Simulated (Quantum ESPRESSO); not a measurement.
# Moving one atom in Ir4LiRuW2

These are calculations, not measurements. They come from Quantum ESPRESSO 7.5, a public plane-wave density functional program. Each row is one single-point run on a made-up periodic cell of eight metal atoms, with elements, volume, strain and displacements drawn at random and not relaxed, so a cell may be unstable or far from any real phase. There is no spin polarisation or spin-orbit coupling.

Settings: PBE unless stated; PseudoDojo standard norm-conserving files; Fermi-Dirac width 0.25 eV, which means electrons at about 2900 K; cutoff 1143 eV; 9 x 5 x 3 k mesh shifted half a step off Gamma. E is the free energy of the whole cell (internal energy minus TS), so a -TS column is already part of it. Stress is positive in tension, and the pressure P is minus a third of its trace.

Checks: one run of this series was repeated at a higher cutoff and on a denser mesh, which moved values by no more than 0.011 eV, 0.09 GPa and 0.008 eV/Å, and a second program with other atomic files agreed on it to 2 % rms in force and 0.5 GPa in pressure. Known limits: heavy elements are run without spin-orbit coupling, which real alloys of them have; a spin test at this wide smearing found no moment, but such smearing suppresses magnetism that the real alloy may have.

The lattice is face-centred cubic, and the cell vectors in Å are (0.000, -1.942, -1.942); (1.942, 3.884, -1.942); (7.769, -3.884, 3.884), a volume of 117.22 Å³. The elements on sites 1 to 8 are W W Ru Ir Ir Ir Li Ir. The runs move the Ir atom on site 6 by u along x from its drawn, already displaced place and keep all else fixed. Forces are on that atom, and E is counted from run 3.

| run | u (Å) | Fx (eV/Å) | Fy (eV/Å) | Fz (eV/Å) | P (GPa) | E (meV) |
|---|---|---|---|---|---|---|
| 1 | -0.0849 | 1.347 | -1.227 | 0.384 | 2.12 | 56.0 |
| 2 | -0.0243 | 0.370 | -1.196 | 0.348 | 1.85 | 4.1 |
| 3 | 0.0034 | -0.076 | -1.203 | 0.338 | 1.84 | 0.0 |
| 4 | 0.0151 | -0.264 | -1.209 | 0.335 | 1.87 | 2.0 |
| 5 | 0.0262 | ? | ? | ? | ? | ? |
| 6 | 0.0636 | -1.055 | -1.263 | 0.329 | 2.10 | 33.9 |
| 7 | 0.0856 | -1.420 | -1.301 | 0.331 | 2.28 | 61.1 |

## Worked fit

A parabola through the runs shown gives Fx = -0.021 - 16.21 u - 1.3 u² eV/Å, with an error of 0.02 on the linear term and a scatter of 0.002 eV/Å. Minus its integral from run 1 to run 7 is 5 meV, and the table's energies differ by 5 meV.

## Withheld run

Question: what Fx should run 5 give?

The fit gives -0.447 ± 0.003 eV/Å. The calculation gave -0.444 eV/Å.
